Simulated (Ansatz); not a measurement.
A geometry of SnO₂ away from equilibrium: the start of the relaxation of a relaxed SnO2 cell, doubled along one cell vector, shaken by Gaussian noise of σ = 0.08 Å a coordinate. These are r2SCAN (plane waves to 500 eV, PAW, scalar-relativistic; Ansatz, a quantum-chemistry and plane-wave program) values and carry that method's errors. Γ-centred k-mesh 8×8×3 on the run's cell (coarser than for final values), Fermi–Dirac smearing 0.05 eV.

```xyz
6
Lattice="3.1920 0.0000 0.0000 -1.5960 2.7644 0.0000 0.0000 0.0000 9.4970" Properties=species:S:1:pos:R:3 pbc="T T T"
Sn    -0.1032    -0.0533     0.0601
Sn    -0.0373     0.0373     4.6904
O      0.0232     1.9337     1.1206
O     -0.0889     1.9077     5.8064
O      1.5733     0.9378     3.8514
O      1.7215     0.7681     8.4796
```

Question: Which atoms carry the largest force, and which way does it point?

Answer: 3.48 eV/Å, on Sn2 (atoms numbered as listed); on Sn2 its components are (-0.08, -0.11, 3.48).

Question: What is the pressure?

Answer: +1.0 GPa, compression positive.

Question: How much energy per atom can still be gained by relaxing?

Answer: 0.14 eV/atom; the path ends in P-3m1 (No. 164) (CdI2 type).

No spin polarisation in the result. No dispersion correction is included, so spacings between layers, chains or molecules are soft and tend to come out too large.

The end of the path is a generated cell of SnO2: the first start was made by placing the elements on the sites of a structure type, and the end was not matched to a known phase here, so it may be hypothetical. Known forms of SnO2 include space group No. 136.
